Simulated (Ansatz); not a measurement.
## Calculation log, YSb (Fm-3m) (elastic constants by finite strains)

Method: r²SCAN, PAW on Ansatz 0.2.0's default frozen-core files (fitted under PBE), scalar-relativistic.

The cell comes from a PAW relaxation under the same functional.

Launched as:

```sh
ansatz run input.yaml --threads 1 --pin off --max-ram 2560MiB --backend cpu --events-out ev --progress --plain --runs-dir out
```

Input file:

```yaml
crystal:
  lattice:
    - [0.0, 3.10466989458, 3.10466989458]
    - [3.10466989458, 0.0, 3.10466989458]
    - [3.10466989458, 3.10466989458, 0.0]
  atoms:
    - { symbol: "Y", position: [0.5, 0.5, 0.5] }
    - { symbol: Sb, position: [0.0, 0.0, 0.0] }
kpoints:
  mp_grid: { grid: [12, 12, 12] }
scf:
  occupations: { method: fermi_dirac, width: 0.05 }
hamiltonian:
  xc: r2scan
  pseudopotentials: { kind: paw }
elastic:
  mode: relaxed_ion
  stencil: two_point
  amplitude: 0.005
```

The program printed:

```
Warning: RAYON_NUM_THREADS=1 ignored (pool sized by the plan → 1); use --threads N
Engine: ansatz 0.2.0, aarch64-unknown-linux-gnu
Pseudopotentials: kind: paw
Pseudopotential: Y, paw, valence charge 11, recommended cutoff 500 eV (meta_gga), Y.paw.azcp
Pseudopotential: Sb, paw, valence charge 15, recommended cutoff 500 eV (meta_gga), Sb.paw.azcp
Functional definition: r2SCAN
  parameter k0 = 0.174
  parameter k1 = 0.065
  parameter a1 = 4.9479
  exchange = r2scan_x(k0 = k0, k1 = k1, a1 = a1)
  correlation = r2scan_c
Crystal: 2 atoms, lattice volume = 59.852 Å³
Basis set: ecut = 500 eV, 1471 PW (Γ), exchange–correlation on 144×144×144 points (64 copies of the dense FFT grid, shifted against one another)
Bands: 17, of which v1, the nominal top of the filled ones, is band 13 counted from 1 (12 counted from 0)
Symmetry: 48 space group operations
Space group: Fm-3m (ITA 225), of the structure as read, at distance tolerance 3.9e-5 Å
k-points: 72 of 1728
Non-local potential: Y, projectors of the file, l = 0: 3, l = 1: 2, l = 2: 2, l = 3: 1
Non-local potential: Sb, projectors of the file, l = 0: 2, l = 1: 2, l = 2: 2, l = 3: 2
PAW form: soft (Blöchl's): semilocal exchange-correlation on the pseudo side does not see the compensation charge
PAW frozen core: Y, regenerated for the run's functional (the file was generated under x = pbe(κ = 0.804, μ = 0.2195149727645171), c = pbe(β = 0.06672455060314922))
PAW frozen core: Sb, regenerated for the run's functional (the file was generated under x = pbe(κ = 0.804, μ = 0.2195149727645171), c = pbe(β = 0.06672455060314922))
PAW one-centre angular grid: Y, 590 points (default); XC on 160 Gauss nodes
PAW one-centre angular grid: Sb, 590 points (default); XC on 160 Gauss nodes
Initial density: superposition of atomic densities (neutral atoms: chi_scale 0, normalization atom), corrected by the library's trained network
Initial wavefunctions: pseudopotential atomic-orbital guess
[... 96 lines left out ...]
  E_aug_tail   = 0.000003  (compensation charges beyond the density's cutoff)
  E_vtau       = 18.863119  (kinetic-family band-sum trace: ∫τ·v_τ [+ j·A + Jᵃ·Aᵃ] dr)
  E_ewald      = -2256.386229
  E_core_change = 0.352084  (= ΣΔE_core)
  E_smearing   = -0.002248  (= −TS)
  E_closure    = 0.000000  (closes the sum)
  Σ components = -10361.670751   (vs F -10361.670751, Δ=0.00e0)
--- Forces (eV/Å), atoms counted from 1 ---
  atom   1  Y      0.00000000     0.00000000     0.00000000
  atom   2  Sb     0.00000000     0.00000000     0.00000000
  max |Σ_I F_I| component: 4.42e-29 eV/Å
--- Stress (GPa, compression-positive) ---
       -0.005893      -0.000000      -0.000000
        0.000000      -0.005893       0.000000
       -0.000000       0.000000      -0.005893
  P = ⅓ Tr σ = -0.0059 GPa (-0.059 kbar)
--- Elastic constants: 2 strain directions × 2 members + reference (group order 48) ---
  dense FFT box of the reference and of every strained cell: 36×36×36
  strains applied: 11, 23; error gains: componentwise 1.00 (the most a stress slope's error grows in a printed constant), spectral 1.73 (1 for all six strains in a standard setting)
  C = ∂σ_k/∂η_j (tension-positive GPa; Voigt order 11 22 33 23 13 12):
       151.047     19.464     19.464      0.000     -0.000     -0.000
        19.464    151.047     19.464     -0.000      0.000      0.000
        19.464     19.464    151.047     -0.000      0.000      0.000
         0.000     -0.000     -0.000     27.338      0.000     -0.000
         0.000     -0.000      0.000     -0.000     27.338     -0.000
         0.000     -0.000      0.000     -0.000     -0.000     27.338
  reference stress σ⁰ (GPa):      0.006      0.006      0.006      0.000      0.000     -0.000
  C* (energy form; C + prestress term) asymmetry max|C*_kj − C*_jk| = 1.853e-16 GPa — a small one proves nothing (zero by symmetry where the batch's group is 432, −43m or m−3m); a large one is finite-difference/SCF noise where ...
  moduli (Voigt/Reuss/Hill, GPa): K = 63.33/63.33/63.33   G = 42.72/35.68/39.20   E = 97.48   ν = 0.243
  mechanically stable: yes (min eigenvalue of sym C = 27.34 GPa)
  strain η (Voigt 11):  stress-route row diagonal C_11 = 151.05 GPa, energy-path curvature d²(F+E_count+ΔE)/dδ²/Ω₀ = 151.01 GPa
         δ    σ_11 (GPa)             F (eV)   n_scf  n_hpsi   n_pw
    -5.000e-3      -0.7724      -10361.6700410      10   66932   1532   relax 0 steps, max|allowed force component| 5.57e-30 eV/Å
     5.000e-3       0.7381      -10361.6700486       8   53174   1544   relax 0 steps, max|allowed force component| 6.31e-30 eV/Å
  strain η (Voigt 23):  stress-route row diagonal C_44 = 27.34 GPa, energy-path curvature d²(F+E_count+ΔE)/dδ²/Ω₀ = 27.33 GPa
         δ    σ_23 (GPa)             F (eV)   n_scf  n_hpsi   n_pw
    -5.000e-3      -0.1367      -10361.6706224      10  112585   1540   relax 0 steps, max|allowed force component| 2.52e-29 eV/Å
     5.000e-3       0.1367      -10361.6706224       7   94788   1540   relax 0 steps, max|allowed force component| 8.05e-29 eV/Å
```

The run converged.

Elastic constants:

Elastic constants of a crystal by Kohn-Sham DFT: slopes of the stress over finite engineering strains of the given cell, Voigt indices, Cartesian axes as in the input.

| Property | Result |
| --- | --- |
| Pressure at rest | -0.006 GPa |
| Least elastic eigenvalue | 27.34 GPa |
| Elastically stable | yes |

```tsv
index	elastic (GPa)
11	151.1
12	19.46
44	27.34
```

### Elastic moduli

Hill averages of a grain aggregate, Debye temperature from the mean sound speed over directions.

| Quantity | Value |
| --- | --- |
| Bulk modulus | 63.33 GPa |
| Shear modulus | 39.2 GPa |
| Young modulus | 97.48 GPa |
| Poisson ratio | 0.2434 |
| Bulk over shear modulus | 1.615 |
| Elastic anisotropy index | 0.9865 |
| Least young modulus | 71.7 GPa |
| Largest young modulus | 146.6 GPa |
| Longitudinal sound speed | 4447 m/s |
| Transverse sound speed | 2590 m/s |
| Elastic debye temperature | 270.1 K |
| Linear compressibility (x, y, z) | 5.264, 5.264, 5.264 1/TPa |
| Zener ratio | 0.4155 |
| Cauchy pressure | -7.87 GPa |

Strained cells:

Stress of each strained cell less that at rest, tension positive.

```tsv
strain component	strain	stress xx (GPa)	stress yy (GPa)	stress zz (GPa)	stress yz (GPa)	stress xz (GPa)	stress xy (GPa)	relaxation steps
xx	-0.005	-0.7783	-0.0976	-0.0976	0	0	0	0
xx	0.005	0.7322	0.097	0.097	0	0	0	0
yz	-0.005	0.0005	-0.0003	-0.0003	-0.1367	0	0	0
yz	0.005	0.0005	-0.0003	-0.0003	0.1367	0	0	0
```

Limits of these numbers: frozen-core PAW files fitted under PBE, their cores solved anew for the functional of the run; responses of metals move with mesh and smearing.

Cost: 2.9 min on 1 thread of Arm Neoverse V1 (shared host), peak memory 0.8 GiB.
